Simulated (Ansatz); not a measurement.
Method: DFT PBE, scalar-relativistic, plane waves, PAW (Ansatz 0.2.0). Cutoff 420 eV, Γ-centred meshes of about 0.25 Å⁻¹ or finer for metals and 0.3 Å⁻¹ for insulators (2π included), Gaussian smearing. No spin polarisation.

These are static total energies at zero pressure.

Two relaxed structures of WC₄:

1.

```yaml
crystal:
  lattice:
    - [2.97650, 0.00000, 0.00000]
    - [-1.48825, 2.57772, 0.00000]
    - [0.00000, 0.00000, 6.65372]
  atoms:
    - { symbol: W, position: [0.00000, 0.00000, 0.50000] }
    - { symbol: C, position: [0.66667, 0.33333, 0.09610] }
    - { symbol: C, position: [0.66667, 0.33333, 0.90390] }
    - { symbol: C, position: [0.66667, 0.33333, 0.29418] }
    - { symbol: C, position: [0.66667, 0.33333, 0.70582] }
```

2.

```yaml
crystal:
  lattice:
    - [2.51106, 0.00000, 0.00000]
    - [-1.25553, 2.17464, 0.00000]
    - [0.00000, 0.00000, 14.00772]
  atoms:
    - { symbol: W, position: [0.00000, 0.00000, 0.00000] }
    - { symbol: C, position: [0.66667, 0.33333, 0.34248] }
    - { symbol: C, position: [0.33333, 0.66667, 0.34248] }
    - { symbol: C, position: [0.33333, 0.66667, 0.65752] }
    - { symbol: C, position: [0.66667, 0.33333, 0.65752] }
```

Question: Which would you expect to be lower, and how large is the difference?

Answer: Cell 2 is lower, by 156 meV/atom. Cell 1 has space group P-6m2 (No. 187), 10.2 Å³/atom and no gap on its mesh; cell 2 has space group P6/mmm (No. 191), 15.3 Å³/atom and no gap. Counting C atoms around W (those within 1.25 times the shortest such distance or 1.15 times the sum of covalent radii; a plus sign parts nearer from farther groups; the shortest distance is added where it is long for a bond), cell 1 has W 6 and cell 2 has W 12+12+24 from 5.0 Å. Cell 1 holds C–C units of three or more atoms (shortest 1.28 Å); cell 2 holds C–C nets (shortest 1.45 Å). Even the lower one lies +0.61 eV/atom against the reference forms of the elements (uncorrected), so neither is stable at this level. Both come from trial cells of a structure search, whose lowest cell (P1, 15.3 Å³/atom) lies 121 meV/atom below the lower of the two.

No dispersion correction is applied, so the spacing and binding between layers, chains or molecules are poorly described (P6/mmm), and this can change margins and order among such cells. These runs have no spin–orbit coupling, which can matter for W. With atoms moved at random, cell 2 (by 121 meV/atom) fell into a lower structure. Cell 1 had no clear such test and can be a saddle point. Some types were kept out of the candidates beforehand, so the set may lack a known form.
